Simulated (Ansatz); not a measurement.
Level of theory: DFT PBE, scalar-relativistic, plane waves, PAW in Ansatz. Plane waves to 420 eV, a 12×12×12 mesh through Γ for the 6-atom cell and 0.02 eV Gaussian smearing; no spin polarisation.

Energies over the elements count from the elements' standard structures at the same level (N₂ as a molecule), with no fitted energy shifts.

Task: Give a relaxed trial structure of a tetragonal semiconductor with formula Al₂BN₃, with a gap near 3.0 eV, a formation energy near −1.02 eV/atom and a density near 3.29 g/cm³, in a cell of 6 atoms. Its symmetry should be I-4m2 (No. 119).

Result: Al₂BN₃, space group I-4m2 (No. 119). Al has 4 N at 1.86–1.87 Å; B is surrounded by 4 N at 1.69 Å; N on a site of symmetry 2mm has 2 B at 1.69 Å and 2 Al at 1.87 Å; around N on a site of symmetry -4m2 lie 4 Al at 1.86 Å.

```cif
data_structure
_symmetry_space_group_name_H-M 'I-4m2'
_symmetry_Int_Tables_number 119
_cell_length_a 2.9083
_cell_length_b 2.9083
_cell_length_c 12.7618
_cell_angle_alpha 90.000
_cell_angle_beta 90.000
_cell_angle_gamma 90.000
_cell_volume 107.94
loop_
_atom_site_label
_atom_site_type_symbol
_atom_site_symmetry_multiplicity
_atom_site_Wyckoff_symbol
_atom_site_fract_x
_atom_site_fract_y
_atom_site_fract_z
_atom_site_occupancy
Al1 Al 4 e 0.50000 0.50000 0.15880 1
B1 B 2 a 0.00000 0.00000 0.00000 1
N1 N 4 f 0.50000 0.00000 0.43296 1
N2 N 2 c 0.00000 0.50000 0.25000 1
```

| Item | Value |
| --- | --- |
| Volume per atom | 9.00 Å³ |
| Density | 3.29 g/cm³ |
| Energy over the elements | −1.016 eV/atom |
| Gap on the 12×12×12 mesh of the 6-atom cell | 2.99 eV |

It was reached by relaxing an invented guess, and it needn't be the stable form of this composition. The answer needn't be unique; the calculation gave this one.

Kohn–Sham gaps at this level usually fall short of measured ones. Symmetry constrained the relaxation, so the result can be a saddle point. Another cell of Al2BN3 relaxed alike, in Cm, lies 84 meV/atom lower, so this cell isn't the stable form at this level.
